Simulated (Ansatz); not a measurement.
NbN (rock salt)

```
CELL_PARAMETERS angstrom
      0.00000     2.21063     2.21063
      2.21063     0.00000     2.21063
      2.21063     2.21063     0.00000
ATOMIC_POSITIONS crystal
  N  0.00000 0.00000 0.00000
  Nb 0.50000 0.50000 0.50000
```

Grid over V/V₀ and (c/a)/(c/a)₀, subscript 0 meaning the relaxed cell; the conventional c axis lies along z; no internal relaxation.

Level of theory: PBE (plane waves to 420 eV, PAW, scalar-relativistic; Ansatz, a program for electronic structure). k mesh 18×18×18 (Γ-centred), Fermi-Dirac smearing 0.05 eV. Stress and pressure are positive under compression. With partly filled bands, the response to shear is sensitive to the k mesh, so small differences along c/a are uncertain. NbN is run without spin polarisation. NbN was relaxed with its symmetry unable to fall. This is a high-temperature form of NbN. The last digit holds for this mesh only.

Changes of σzz (GPa) from the point V/V₀ = 1.000, (c/a)/(c/a)₀ = 1.000 when one coordinate moves alone (two changes are said to add if the coupling is within 5 % of the smaller one, nearly so within 20 %):

```json
[
 {"point": "V/V₀ = 1.000, (c/a)/(c/a)₀ = 0.920", "change": "37.83"},
 {"point": "V/V₀ = 1.000, (c/a)/(c/a)₀ = 0.960", "change": "16.41"},
 {"point": "V/V₀ = 0.960, (c/a)/(c/a)₀ = 1.000", "change": "13.71"},
 {"point": "V/V₀ = 0.980, (c/a)/(c/a)₀ = 1.000", "change": "6.48"},
 {"point": "V/V₀ = 1.020, (c/a)/(c/a)₀ = 1.000", "change": "-5.82"},
 {"point": "V/V₀ = 1.040, (c/a)/(c/a)₀ = 1.000", "change": "-11.04"},
 {"point": "V/V₀ = 1.000, (c/a)/(c/a)₀ = 1.040", "change": "-11.17"},
 {"point": "V/V₀ = 1.000, (c/a)/(c/a)₀ = 1.080", "change": "-16.90"}
]
```

Problem. What is the change at V/V₀ = 0.960, (c/a)/(c/a)₀ = 0.920, where both move, and how far is it from the sum?

Solution. The sum of the single changes is 13.71 + (37.83) = 51.54; the calculation gives 59.16, so the coupling contributes 7.62 (over 20 % of the smaller single change, not additive).

Problem. What is the change at V/V₀ = 1.020, (c/a)/(c/a)₀ = 0.960, where both move, and how far is it from the sum?

Solution. The sum of the single changes is -5.82 + (16.41) = 10.59; the calculation gives 9.06, so the coupling contributes -1.53 (over 20 % of the smaller single change, not additive).

Problem. Do the two effects add at V/V₀ = 0.960, (c/a)/(c/a)₀ = 0.960? Give the computed change.

Solution. The sum of the single changes is 13.71 + (16.41) = 30.12; the calculation gives 33.58, so the coupling contributes 3.46 (over 20 % of the smaller single change, not additive).

(A scan under strain: stresses follow from slopes of the energy per volume, elastic moduli from its curvatures.)
